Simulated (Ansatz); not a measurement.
A geometry of Bi away from equilibrium: step 3 of the relaxation of a relaxed Bi cell displaced along its unstable phonon at q = (½, 0, 0) of its primitive reciprocal cell (46i cm⁻¹), largest move 0.15 Å. All values below come from PBEsol (plane waves to 420 eV, PAW, scalar-relativistic; Ansatz, a first-principles code). Γ-centred k-mesh 7×7×5 on the run's cell (coarser than for final values), Fermi–Dirac smearing 0.05 eV.

```xyz
8
Lattice="10.5920 0.0099 0.0000 -2.6437 4.5790 0.0000 0.0000 0.0000 6.3028" Properties=species:S:1:pos:R:3 pbc="T T T"
Bi    -0.0190    -0.0110     4.7474
Bi     5.2770    -0.0060     4.7068
Bi     0.0190     0.0110     1.5554
Bi     5.3150     0.0159     1.5960
Bi    -0.0295     3.0357     4.1882
Bi     5.2665     3.0406     5.2660
Bi     2.6818     1.5483     1.0368
Bi     7.9778     1.5533     2.1146
```

Problem. Which atoms carry the largest force, and which way does it point?

Solution. 0.42 eV/Å, on Bi5, Bi6, Bi7, Bi8 (atoms numbered as listed); on Bi5 its components are (-0.22, -0.13, -0.34).

Problem. What is the pressure?

Solution. -0.1 GPa, compression positive.

Problem. How far above the relaxed end point is this geometry?

Solution. 0.11 eV/atom; the path ends in P6₃/mmc (No. 194).

No spin polarisation in the result.

The run could not lose the symmetry of its start, so the end can be a saddle point.

The end of the path is a generated cell of Bi: the first start was made by placing the elements on the sites of a structure type, and the end was not matched to a known phase here, so it may be hypothetical. Known forms of Bi include space group No. 166.
